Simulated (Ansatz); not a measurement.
**Elastic constants of Rb3TeF: input and output**

Method: Ansatz, DFT PBE, scalar-relativistic, plane waves, PAW.

Launched with:
```bash
ansatz run input.yaml --threads 1 --pin off --max-ram 1228MiB --backend cpu --events-out ev --progress --plain --runs-dir out
```

Input (bare energies are in eV):
```yaml
crystal:
  lattice:
    - [5.6, 0.0, 0.0]
    - [0.0, 5.6, 0.0]
    - [0.0, 0.0, 5.6]
  atoms:
    - { symbol: Te, position: [0.0, 0.0, 0.0] }
    - { symbol: F, position: [0.5, 0.5, 0.5] }
    - { symbol: Rb, position: [0.5, 0.5, 0.0] }
    - { symbol: Rb, position: [0.5, 0.0, 0.5] }
    - { symbol: Rb, position: [0.0, 0.5, 0.5] }
basis:
  ecutwfc: 420
kpoints:
  mp_grid: { grid: [6, 6, 6] }
hamiltonian:
  xc: pbe
scf:
  occupations: { method: fixed }
output:
  forces: true
  stress: true
  eigenvalues: true
elastic:
  mode: relaxed_ion
  stencil: two_point
```

From the output:
```
--- Elastic constants: 2 strain directions × 2 members + reference (group order 48) ---
  dense FFT box of the reference and of every strained cell: 40×40×40
  strains applied: 11, 23; error gains: componentwise 1.00 (the most a stress slope's error grows in a printed constant), spectral 1.73 (1 for all six strains in a standard setting)
  C = ∂σ_k/∂η_j (tension-positive GPa; Voigt order 11 22 33 23 13 12):
        34.751      8.664      8.664     -0.000     -0.000     -0.000
         8.664     34.751      8.664     -0.000     -0.000     -0.000
         8.664      8.664     34.751     -0.000     -0.000     -0.000
         0.000      0.000     -0.000      9.963     -0.000      0.000
        -0.000      0.000      0.000      0.000      9.963     -0.000
         0.000     -0.000     -0.000      0.000      0.000      9.963
  reference stress σ⁰ (GPa):     -0.006     -0.006     -0.006     -0.000     -0.000     -0.000
  C* (energy form; C + prestress term) asymmetry max|C*_kj − C*_jk| = 3.553e-15 GPa — a small one proves nothing (zero by symmetry where the batch's group is 432, −43m or m−3m); a large one is finite-difference/SCF noise where every solve ...
  moduli (Voigt/Reuss/Hill, GPa): K = 17.36/17.36/17.36   G = 11.19/11.00/11.10   E = 27.45   ν = 0.236
  mechanically stable: yes (min eigenvalue of sym C = 9.96 GPa)
  strain η (Voigt 11):  stress-route row diagonal C_11 = 34.75 GPa, energy-path curvature d²(F+E_count+ΔE)/dδ²/Ω₀ = 34.78 GPa
         δ    σ_11 (GPa) F (eV) n_scf n_hpsi n_pw
    -2.000e-3      -0.0763      -17595.9768484       9   24823   3450   relax 0 steps, max|allowed force component| 1.54e-29 eV/Å
     2.000e-3       0.0627      -17595.9769043       8   22281   3468   relax 0 steps, max|allowed force component| 1.51e-29 eV/Å
  strain η (Voigt 23):  stress-route row diagonal C_44 = 9.96 GPa, energy-path curvature d²(F+E_count+ΔE)/dδ²/Ω₀ = 9.99 GPa
         δ    σ_23 (GPa) F (eV) n_scf n_hpsi n_pw
    -2.000e-3      -0.0199      -17595.9769386      10   33598   3451   relax 0 steps, max|allowed force component| 8.33e-29 eV/Å
     2.000e-3       0.0199      -17595.9769386      10   31017   3451   relax 0 steps, max|allowed force component| 5.68e-30 eV/Å
```

The cell is the ideal cubic antiperovskite prototype; whether it is the stable structure of this composition wasn't checked.